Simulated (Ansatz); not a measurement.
Trial structures of HfZrSe₄: starts and ends

Level of theory: DFT PBE, scalar-relativistic, plane waves, PAW (Ansatz). Settings: cutoff 420 eV, Γ-centred meshes spaced at most about 0.3 Å⁻¹, and about 0.25 Å⁻¹ or finer for metals (2π included), Gaussian smearing. No spin polarisation in the final relaxations.

Each guess was relaxed in cell and atoms at zero pressure, within the symmetry of its start. These are static total energies at zero pressure. Coordination counts Se atoms around Hf and Zr (those within 1.25 times the shortest such distance or 1.15 times the sum of covalent radii).

```json
{"guess": "1", "made from": "ZrTiB4 type", "start group": "P6/mmm", "V start (Å³/atom)": "22.7", "end group": "?", "V end (Å³/atom)": "?", "coordination at the end": "?", "gap on mesh (eV)": "?", "E over the lowest end (meV/atom)": "?"}
{"guess": "2", "made from": "ZrTaTe4 type", "start group": "P-3m1", "V start (Å³/atom)": "26.8", "end group": "P-3m1", "V end (Å³/atom)": "28.8", "coordination at the end": "Hf 6, Zr 6", "gap on mesh (eV)": "0.43", "E over the lowest end (meV/atom)": "0"}
{"guess": "3", "made from": "NaErF4 type", "start group": "P4/mmm", "V start (Å³/atom)": "20.6", "end group": "P4/mmm", "V end (Å³/atom)": "23.8", "coordination at the end": "Hf 8, Zr 8", "gap on mesh (eV)": "0", "E over the lowest end (meV/atom)": "368"}
{"guess": "4", "made from": "NaClO4 type", "start group": "I-42m", "V start (Å³/atom)": "22.3", "end group": "I-42m", "V end (Å³/atom)": "36.7", "coordination at the end": "Hf 4, Zr 4", "gap on mesh (eV)": "1.59", "E over the lowest end (meV/atom)": "326"}
```

Guess 1 as it starts:

```xyz
6
Lattice="4.1526 0.0000 0.0000 -2.0763 3.5963 0.0000 0.0000 0.0000 9.1101" Properties=species:S:1:pos:R:3 pbc="T T T"
Zr    0.0000    0.0000    4.5550
Hf    0.0000    0.0000    0.0000
Se    0.0000    2.3975    6.9822
Se    0.0000    2.3975    2.1278
Se    2.0763    1.1988    6.9822
Se    2.0763    1.1988    2.1278
```

Question: Predict the end of this guess and its energy over the lowest end.

Answer: It ends in space group P6/mmm (No. 191), with a = 4.749 Å, c = 6.275 Å, 20.4 Å³/atom and no gap. It lies 1.18 eV/atom over the lowest end, above guess 3 and so the highest of the set. Counting Se atoms around Hf and Zr, this end has Hf 12, Zr 12 and the lowest (guess 2) has Hf 6, Zr 6.

```
Zr Hf Se
1.0
     4.74947    0.00000    0.00000
    -2.37473    4.11316    0.00000
     0.00000    0.00000    6.27500
Zr Hf Se
1 1 4
Direct
  0.00000 0.00000 0.50000
  0.00000 0.00000 0.00000
  0.33333 0.66667 0.75001
  0.33333 0.66667 0.24999
  0.66667 0.33333 0.75001
  0.66667 0.33333 0.24999
```

Energies over the elements count from the elements' standard structures at the same level, with no fitted energy shifts.

Question: Is the lowest end bound against the elements?

Answer: Yes: its formation energy is −1.351 eV/atom. It lies below the elements, which doesn't yet make it stable against other compounds or structures.

Weakly bound directions are ill-defined at this level, which has no dispersion term (P-3m1, I-42m), and this can change margins and order among such cells. These runs have no spin–orbit coupling, which can matter for Hf. Kohn–Sham gaps at this level usually fall short of measured ones. The zero gap of P4/mmm may come from the functional, which often closes small gaps. The reference form of Se is held partly by dispersion forces, which this level lacks. Cells relaxed within their symmetry can be saddle points. A lower structure may well exist outside this small set. Some structure types and database cells were kept out of the candidates from the start, so a known form may be missing.
